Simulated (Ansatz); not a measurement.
LaAs:
Space group Fm-3m (No. 225); a = 6.201 Å, b = 6.201 Å, c = 6.201 Å, α = 90.00°, β = 90.00°, γ = 90.00°

| atom | site | symmetry | x | y | z |
|---|---|---|---|---|---|
| La | 4a | m-3m | 0.0000 | 0.0000 | 0.0000 |
| As | 4b | m-3m | 0.5000 | 0.5000 | 0.5000 |
(The calculation used a cell of 2 atoms; values per cell refer to that cell.)

Relaxed with r²SCAN.

Problem. Which orbitals make up the states near the band edges in DFT-r²SCAN in the program Ansatz with PAW potentials?

Solution. Top 1 eV of the valence band: As 4p 67 %, La 5d 23 %, La 4f 7 %. Bottom 1 eV of the conduction band: La 5d 76 %, As 4p 12 %, La 4f 10 %. Projections are on Löwdin-orthogonalised atomic valence shells; empty p or d shells of many metals are not among them.

Problem. Tabulate the density of states.

Solution. States/eV per cell of 2 atoms, in 0.25 eV bins, energy from the valence-band maximum.

```tsv
E (eV)	total	La 4f	As 4p	La 5d
-7.85	0.00	0.00	0.00	0.00
-7.60	0.00	0.00	0.00	0.00
-7.35	0.00	0.00	0.00	0.00
-7.10	0.00	0.00	0.00	0.00
-6.85	0.00	0.00	0.00	0.00
-6.60	0.00	0.00	0.00	0.00
-6.35	0.00	0.00	0.00	0.00
-6.10	0.00	0.00	0.00	0.00
-5.85	0.00	0.00	0.00	0.00
-5.60	0.00	0.00	0.00	0.00
-5.35	0.00	0.00	0.00	0.00
-5.10	0.00	0.00	0.00	0.00
-4.85	0.00	0.00	0.00	0.00
-4.60	0.00	0.00	0.00	0.00
-4.35	0.00	0.00	0.00	0.00
-4.10	0.00	0.00	0.00	0.00
-3.85	0.00	0.00	0.00	0.00
-3.60	0.00	0.00	0.00	0.00
-3.35	0.00	0.00	0.00	0.00
-3.10	0.24	0.00	0.13	0.06
-2.85	0.72	0.00	0.39	0.19
-2.60	1.56	0.02	0.89	0.39
-2.35	1.88	0.02	1.11	0.43
-2.10	1.49	0.02	0.92	0.32
-1.85	1.50	0.02	0.93	0.41
-1.60	4.08	0.05	2.53	1.36
-1.35	5.27	0.09	3.49	1.44
-1.10	3.09	0.11	1.98	0.89
-0.85	2.12	0.12	1.39	0.54
-0.60	1.50	0.13	1.02	0.30
-0.35	0.48	0.06	0.34	0.07
-0.10	0.08	0.01	0.06	0.01
0.15	0.02	0.00	0.00	0.02
0.40	0.14	0.01	0.02	0.11
0.65	0.28	0.02	0.04	0.22
0.90	0.44	0.05	0.05	0.32
1.15	0.61	0.09	0.07	0.43
1.40	0.82	0.16	0.08	0.55
1.65	1.19	0.30	0.09	0.75
1.90	1.58	0.55	0.10	0.85
2.15	2.10	0.95	0.08	0.96
2.40	2.45	1.41	0.04	0.86
2.65	6.52	5.26	0.04	1.05
2.90	25.15	23.62	0.03	1.23
```

The workflow started from a Materials Project entry (that database holds measured and hypothetical structures alike); the Crystallography Open Database files this formula in space group No. 225, but the cells were not matched. Its standing as an ambient phase is unchecked. The r²SCAN relaxation kept the symmetry of its start; whether a distortion lowers the energy is not shown. Spin–orbit coupling is left out wherever it is not named.

Potentials: the later of the program's two PAW sets.
